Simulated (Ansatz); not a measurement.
YCo2Si2 in space group I4/mmm (No. 139; Y on 2a, Co on 4d, Si on 4e), PBE in the plane-wave PAW code Ansatz, all energies at zero smearing, with the estimated change up to a 700 eV cutoff added, with one set of potentials and settings (totals compare only within such a set). Cell of 5 atoms (1 Y, 2 Co, 2 Si): -15376.761 eV.

```csv
element,reference phase,E (eV/atom)
Y,"P6_3/mmc, 2 atoms in the cell",-3848.6668
Co,"P6_3/mmc, 2 atoms in the cell, spin-polarised",-5126.1559
Si,"Fd-3m, 2 atoms in the cell",-635.8096
```

Formation energy per atom, worked out: (-15376.761 − 1×(-3848.6668) − 2×(-5126.1559) − 2×(-635.8096))/5 = -0.833 eV/atom (-80 kJ per mol of atoms), at 0 K, without zero-point energy or fitted corrections.

The workflow started from a Materials Project entry (that database holds measured and hypothetical structures alike); the Crystallography Open Database copy checked does not list it. Its standing as an ambient phase is unchecked. The cell was relaxed with PBE under the symmetry of its start; whether a distortion lowers the energy is not shown. The run is not spin-polarised. The references are the lowest solids computed at this level, not always the standard phases.

Potentials: the later of the program's two PAW sets.
